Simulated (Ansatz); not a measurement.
Here is the system:

TiN:
```yaml
crystal:
  lattice:
    - [0.00000, 2.08560, 2.08560]
    - [2.08560, 0.00000, 2.08560]
    - [2.08560, 2.08560, 0.00000]
  atoms:
    - { symbol: N, position: [0.00000, 0.00000, 0.00000] }
    - { symbol: Ti, position: [0.50000, 0.50000, 0.50000] }
```

This is the LDA-relaxed structure.

Task: All from LDA (plane waves, PAW; program Ansatz), unless another level is named. Predict the electronic character.

Result: metallic (no gap).

Task: What about the density of states at the Fermi level?

Result: 0.39 states/eV per atom (mean over ±0.08 eV).

Task: And the formation energy from the elements (no fitted shifts)?

Result: -2114 meV/atom.

Space group Fm-3m (rock salt). The cell was relaxed with LDA under the symmetry of its start; of distortions, only those at the zone centre were tested. No spin polarisation was allowed. With an odd number of electrons in the cell and no spin polarisation, the count alone makes it a metal. The references are the lowest solids computed at this level, not always the standard phases (solids in place of the gases).

Potentials: the later of the program's two PAW sets.
